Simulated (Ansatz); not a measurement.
Computed with DFT PBE, scalar-relativistic, plane waves, PAW (Ansatz). Settings: cutoff 420 eV, Γ-centred meshes spaced at most about 0.3 Å⁻¹, and about 0.25 Å⁻¹ or finer for metals (2π included), Gaussian smearing. No spin polarisation in the final relaxations.

Temperature and zero-point effects are left out.

Two forms of HfSeS4 were relaxed alike.

A.

```
CELL_PARAMETERS angstrom
3.31294 0.00000 0.00000
0.00000 3.31294 0.00000
0.00000 0.00000 9.76718
ATOMIC_POSITIONS crystal
Hf 0.50000 0.50000 0.50000
Se 0.00000 0.00000 0.00000
S 0.00000 0.00000 0.63942
S 0.50000 0.50000 0.14656
S 0.50000 0.50000 0.85344
S 0.00000 0.00000 0.36058
```

B.

```
CELL_PARAMETERS angstrom
0.00000 3.71177 3.71177
3.71177 0.00000 3.71177
3.71177 3.71177 0.00000
ATOMIC_POSITIONS crystal
Hf 0.25000 0.25000 0.25000
Se 0.00000 0.00000 0.00000
S 0.62238 0.62238 0.62238
S 0.62238 0.62238 0.13285
S 0.62238 0.13285 0.62238
S 0.13285 0.62238 0.62238
```

Question: Which form is favoured at zero pressure, and by what margin per atom?

Answer: A is lower, by 0.56 eV/atom. A has space group P4/mmm (No. 123), 17.9 Å³/atom and no gap on its mesh; B has space group F-43m (No. 216), 17.0 Å³/atom and no gap. Counting S or Se atoms around Hf (for each partner element, those within 1.25 times its shortest distance or 1.15 times the sum of covalent radii, where it is the nearest in units of that sum or under 1.3), A has Hf 8 and B has Hf 16. The lower one is the more open, so pressure narrows the difference. Both come from invented guesses.

These runs have no spin–orbit coupling, which can matter for Hf. Cells relaxed within their symmetry can be saddle points.
